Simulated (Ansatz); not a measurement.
Computed with DFT PBE, scalar-relativistic, plane waves, PAW (Ansatz). Settings: cutoff 420 eV, Γ-centred meshes spaced at most about 0.3 Å⁻¹, and about 0.25 Å⁻¹ or finer for metals (2π included), Gaussian smearing. No spin polarisation in the final relaxations.

All energies are static (0 K, no zero-point motion).

Compare these two cells of Ta₂B₂O, each relaxed at this level.

1.

```cif
data_structure
_symmetry_space_group_name_H-M 'I4/mmm'
_symmetry_Int_Tables_number 139
_cell_length_a 4.0752
_cell_length_b 4.0752
_cell_length_c 9.1711
_cell_angle_alpha 90.000
_cell_angle_beta 90.000
_cell_angle_gamma 90.000
_cell_volume 152.31
loop_
_atom_site_label
_atom_site_type_symbol
_atom_site_symmetry_multiplicity
_atom_site_Wyckoff_symbol
_atom_site_fract_x
_atom_site_fract_y
_atom_site_fract_z
_atom_site_occupancy
Ta1 Ta 4 c 0.00000 0.50000 0.00000 1
B1 B 4 d 0.00000 0.50000 0.25000 1
O1 O 2 b 0.50000 0.50000 0.00000 1
```

2.

```cif
data_structure
_symmetry_space_group_name_H-M 'I4/mmm'
_symmetry_Int_Tables_number 139
_cell_length_a 2.8330
_cell_length_b 2.8330
_cell_length_c 13.3944
_cell_angle_alpha 90.000
_cell_angle_beta 90.000
_cell_angle_gamma 90.000
_cell_volume 107.50
loop_
_atom_site_label
_atom_site_type_symbol
_atom_site_symmetry_multiplicity
_atom_site_Wyckoff_symbol
_atom_site_fract_x
_atom_site_fract_y
_atom_site_fract_z
_atom_site_occupancy
Ta1 Ta 4 e 0.00000 0.00000 0.38738 1
B1 B 4 d 0.00000 0.50000 0.25000 1
O1 O 2 a 0.00000 0.00000 0.00000 1
```

Question: Which form is favoured at zero pressure, and by what margin per atom?

Answer: Cell 2 is lower, by 0.88 eV/atom. Cell 1 has space group I4/mmm (No. 139), 15.2 Å³/atom and no gap on its mesh; cell 2 has space group I4/mmm (No. 139), 10.8 Å³/atom and no gap. Counting B or Ta atoms around O (for each partner element, those within 1.25 times its shortest distance or 1.15 times the sum of covalent radii, where it is the nearest in units of that sum or under 1.3), cell 1 has O 4 and cell 2 has O 8. The denser one is the lower, and pressure would at first widen the difference. In cell 1, Ta is surrounded by 2 O at 2.04 Å, 2 B at 2.29 Å and 4 Ta at 2.88 Å; B has 2 Ta at 2.29 Å; around O lie 4 Ta at 2.04 Å. In cell 2, around Ta lie 4 B at 2.32 Å, 4 O at 2.51 Å, 4 Ta at 2.83 Å and 1 Ta at 3.02 Å; B is surrounded by 4 B at 2.00 Å and 4 Ta at 2.32 Å; around O lie 8 Ta at 2.51 Å and 4 O at 2.83 Å. Both come from invented guesses. A third cell relaxed alike, in P-3m1, lies 0.58 eV/atom below the lower of the two.

Spin–orbit coupling, which can matter for Ta, is left out. Cells relaxed within their symmetry can be saddle points.
